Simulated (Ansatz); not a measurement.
Stationary points along a deformation path in Ta

Level of theory: DFT PBEsol, scalar-relativistic, plane waves, PAW (Ansatz). Cutoff 420 eV, Γ-centred 22×22×22 k-points, Gaussian smearing of 0.15 eV. Spin–orbit coupling is left out, which can shift energies with elements as heavy as these. No spin polarisation. Energies are free energies at this smearing, counted from the undisturbed cell; pressure is positive in compression.

The starting cell (as given, not relaxed at this level; it stands at -5.9 GPa; this fcc form isn't the usual structure):

```
Ta
1.0
     0.00000    2.11000    2.11000
     2.11000    0.00000    2.11000
     2.11000    2.11000    0.00000
Ta
1
Direct
  0.00000 0.00000 0.00000
```

At fixed volume and fractional coordinates, lengths along (0.577, 0.577, 0.577) are scaled against those across it; ρ is that ratio over its starting value. V = 18.788 Å³/atom. Δσ is the stress along the axis less the mean stress across it (compression positive).

| ρ | ΔE (meV/atom) | Δσ (GPa) | space group |
| --- | --- | --- | --- |
| 0.500 | 913.8 | 0.00 | Pm-3m |
| 0.600 | 665.9 | 29.76 | R-3m |
| 0.710 | 278.9 | 25.13 | R-3m |
| 0.850 | 65.6 | 6.41 | R-3m |
| 0.930 | 20.7 | 6.50 | R-3m |
| 1.000 | 0.0 | 0.00 | Fm-3m |
| 1.080 | 13.4 | -3.95 | R-3m |
| 1.200 | 101.8 | -20.44 | R-3m |
| 1.410 | 609.7 | -59.15 | R-3m |
| 1.700 | 1810.6 | -105.02 | R-3m |
| 2.000 | 3416.3 | -147.99 | R-3m |

How does the stress give the slope of the energy, and where is the energy stationary?

Along the path d ln(length) is 2/3 d ln ρ on the axis and −1/3 d ln ρ across it, so dE/d ln ρ = −(2/3) V Δσ: the energy falls with ρ where Δσ is positive. Δσ vanishes or changes sign at ρ = 0.500 (Pm-3m, an end of the scan), at 913.8 meV/atom; at ρ = 1.000 (Fm-3m), a minimum at 0.0 meV/atom. Pairs of stationary points between two samples would go unseen, and could change a minimum read from distant neighbours into a maximum. At ρ = 0.500, 1.000 the cell is cubic, where symmetry alone makes the stress isotropic and the slope zero.

Which shear constant sets the curvature at ρ = 1?

For a cubic crystal E/V = (2/3) C (ln ρ)² with C = C44, so Δσ = −2C ln ρ. The parabola of Δσ against ln ρ through ρ = 0.930, 1 and 1.080 gives C ≈ 35 GPa with the ions clamped, rough because the steps are large. It is the stress–strain coefficient at this cell's pressure of -5.9 GPa, not the zero-pressure constant.

In a metal these slopes depend on the k mesh and the smearing.